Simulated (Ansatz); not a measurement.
The elements of this relaxed trial crystal are hidden behind letters.

```
lattice vectors (Å)
   6.5649    0.0000    0.0000
   0.0000    6.5649    0.0000
   0.0000    0.0000    2.7425
fractional positions
X 0.5000 0.5000 0.5000
Z 0.8083 0.5000 0.0000
Z 0.1917 0.5000 0.0000
Z 0.5000 0.1917 0.0000
Z 0.5000 0.8083 0.0000
Z 0.0000 0.0000 0.5000
```

Level of theory: DFT PBE, scalar-relativistic, plane waves, PAW in Ansatz 0.2.0. Settings of the last relaxation (6-atom cell): 420 eV, 6×6×14 k points, Gaussian smearing of 0.10 eV, collinear spin.

```
Space group                               : P4/mmm (No. 123)
Conventional cell                         : a = 6.565 Å, c = 2.742 Å
Volume per atom                           : 19.70 Å³
Density                                   : 2.67 g/cm³
Energy over the elements                  : +0.18 eV/atom
Gap on the 6×6×14 mesh of the 6-atom cell : 0 eV (a metal)
Net moment per atom                       : 0.21 μB
```

Energies are uncorrected and count from the elements' standard states at the same level.

Q: X is a d-block element of period 4 and Z is a p-block element of period 3. Which elements are they?

A: X = Mn, Z = Al, so the formula is MnAl5. Density times volume gives a mean mass of 2.67 × 19.70/1.6605 = 31.7 u per atom, and this set has 31.6 u. Among the elements that the hints allow, noble gases aside, only these give it. Mn has 8 Al at 2.44 Å and 2 Mn at 2.74 Å; Al on a site of symmetry m2m is surrounded by 2 Mn at 2.44 Å, 1 Al at 2.52 Å and 4 Al at 2.74–2.86 Å; Al on a site of symmetry 4/mmm is surrounded by 2 Al at 2.74 Å.

The magnetic state reached may not be the lowest. A structure relaxed within its symmetry needn't be a true minimum. Another cell of MnAl5 relaxed alike but without spin, in P2/c, lies 273 meV/atom lower, so this cell isn't the stable form at this level.
